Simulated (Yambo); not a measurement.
G0W0@PBEsol for ZnSe (zinc blende, space group F-43m, No. 216) in Yambo (4×4×4 mesh, 10 Ry block, plasmon pole, screening fixed), without a terminator:

```csv
bands N in G,gap Γ → Γ (eV),shift of the valence edge (eV)
92,2.536,-0.876
148,2.558,-1.094
226,2.573,-1.192
```

**Question.** Extrapolate both columns to infinite N with E(N) = E∞ + A/N, test the form, and compare with the terminator.

**Answer.** From two points, E∞ = (N2 E2 − N1 E1)/(N2 − N1). The two largest N give 2.60 eV for the gap and -1.38 eV for the shift; the two smallest give 2.59 eV and -1.45 eV. For the gap the slopes A are -5.3 and -6.4 eV: the form isn't reached, and its limit is uncertain. For the shift the slopes A are 53 and 42 eV: the form isn't reached, and its limit is uncertain. With the Bruneval-Gonze terminator and 226 bands the run gives 2.60 eV and -1.28 eV, 0.00 eV and 0.10 eV from the extrapolated values: the terminator too is an estimate of the remainder. Block, mesh and the bands in W are held fixed.

The standard potential for Se keeps a d shell in the valence without the s and p states of that shell. In tests on such compounds this moved G0W0 gaps by up to about 0.9 eV, so absolute quasiparticle energies here are unreliable; differences between settings are what counts.

Spin-orbit coupling is included.

Geometry relaxed with PBEsol; primitive cell a = b = c = 3.983 Å, α = β = γ = 60.00°.

A shift is the quasiparticle energy of the state minus its PBEsol energy.
